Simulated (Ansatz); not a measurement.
NiAuO₂ (R-3m); U = 8 eV on Ni d.

```
Ni Au O
1.0
     1.47713    0.85282    6.03535
    -1.47713    0.85282    6.03535
     0.00000   -1.70564    6.03535
Ni Au O
1 1 2
Direct
  0.50000 0.50000 0.50000
  0.00000 0.00000 0.00000
  0.88767 0.88767 0.88767
  0.11233 0.11233 0.11233
```

The geometry is a structure from the Materials Project, held fixed and not relaxed.

Settings: LDA, 10×10×10 k mesh, Fermi–Dirac smearing of 0.03 eV. PAW means Ansatz 0.2.0 on its default frozen-core files. Site moments are integrated in spheres about the atoms. Start moments (μB): Ni1 1.5. DFT+U (Dudarev's form): U = 8.0 eV on Ni d.

Iteration by iteration:

```csv
iteration,Harris–Foulkes energy less the last (meV),density residual (eV),M (μB),∫|m| (μB)
1,-27091.676,2.0e+02,0.0257,0.0904
2,-4002.560,6.5e+01,0.3522,0.3808
3,-630.991,1.6e+01,0.9996,1.0179
4,-2416.969,4.7e+01,0.5536,0.5780
5,968.464,6.3e+00,0.9150,1.0222
6,1264.353,1.0e+00,1.0303,1.3384
7,371.972,5.7e+00,1.0000,1.2274
8,459.380,1.3e+00,1.0000,1.3429
9,472.077,4.4e-02,1.0867,1.5340
10,307.498,5.6e-01,1.2829,1.6064
11,254.177,1.5e-02,1.0957,1.6523
12,166.816,4.6e-03,1.1395,1.7066
13,41.538,5.6e-03,1.1777,1.8172
14,-3.622,1.9e-02,1.2096,1.9264
15,-1.024,6.4e-03,1.2255,1.9255
16,0.038,2.3e-04,1.2062,1.9358
17,0.008,7.8e-05,1.2088,1.9357
18,0.003,2.6e-06,1.2077,1.9344
19,0.001,4.7e-06,1.2071,1.9347
20,0.000,3.6e-07,1.2078,1.9343
21,0.000,2.9e-07,1.2078,1.9342
22,0.000,2.2e-08,1.2078,1.9342
23,0.000,2.2e-08,1.2078,1.9342
```

Site moments (μB): Ni1 1.49, Au2 -0.12, O3 -0.09, O4 -0.09. Cell moment 1.21 μB.

The PAW files were made with PBE; the program remakes their cores once for the run's functional and then keeps them frozen. Spin–orbit coupling is left out although heavy atoms are present. These are results for the start and cell typed. The real compound can order otherwise, in a larger cell, or not at all, since semilocal functionals at zero temperature often overstate magnetism.
